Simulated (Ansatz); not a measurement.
CdSe (F-43m) from a database of computed structures, relaxed with r2SCAN, was run in the PAW code Ansatz under altered settings. All numbers are computed, without spin polarisation but where a row says otherwise.

```
Cd Se
1.0
     0.00000    3.06780    3.06780
     3.06780    0.00000    3.06780
     3.06780    3.06780    0.00000
Cd Se
1 1
Direct
  0.00000 0.00000 0.00000
  0.75000 0.75000 0.75000
```

The base run's other keys:
```yaml
kpoints:
  mp_grid: { grid: [4, 4, 4] }
hamiltonian:
  xc: hse06
scf:
  occupations: { method: fixed }
  n_extra_bands: 4
```

It takes 13 iterations with 1139 plane waves at 420 eV and 8 k points, and leaves a mean stress of +0.37 GPa. The gap over this mesh is 1.499 eV. It ran on 4 threads of Arm Neoverse N1, on a shared host.

Outcomes, with energy and stress as changes against the base:
```tsv
setting	outcome	ΔF (meV/atom)	Δ mean stress (GPa)	gap on the mesh (eV)	iterations	wall time
PBE hybrid, exx coeff 1.0, omega 0.3 1/Å	converged	–	-2.0	4.026	20	14 s
scf.exx.ecutfock_ratio: 4	converged	0.0	0.0	1.499	13	11 s
PBE hybrid, exx coeff 0.1, omega 0.2078 1/Å	converged	–	+0.7	0.909	9	10 s
scf.occupations: fermi_dirac 0.05	converged	0.0	0.0	1.499	13	11 s
```
A dash marks a value that wasn't obtained or can't be compared. Stress is positive in compression. The base took 11 s.

- PBE hybrid, exx coeff 1.0, omega 0.3 1/Å. That is 100 % exact exchange, screened with ω = 0.3 1/Å, against HSE06's 25 % screened at 0.208 1/Å. The mean stress moves by -2.0 GPa and the gap on the mesh by +2.527 eV (to 4.026). Totals of different functionals aren't comparable.
- PBE hybrid, exx coeff 0.1, omega 0.2078 1/Å. That is 10 % exact exchange, screened with ω = 0.2078 1/Å, against HSE06's 25 % screened at 0.208 1/Å. The mean stress moves by +0.7 GPa and the gap on the mesh by -0.590 eV (to 0.909). Totals of different functionals aren't comparable.

Within 1 meV an atom, 0.1 GPa and 0.005 eV of the base stay: scf.exx.ecutfock_ratio: 4; scf.occupations: fermi_dirac 0.05.

Spin-orbit coupling is left out.

The stress of a hybrid is loosely converged in these runs.

The meshes of the hybrids are coarse, so their gaps aren't converged to the digits shown.
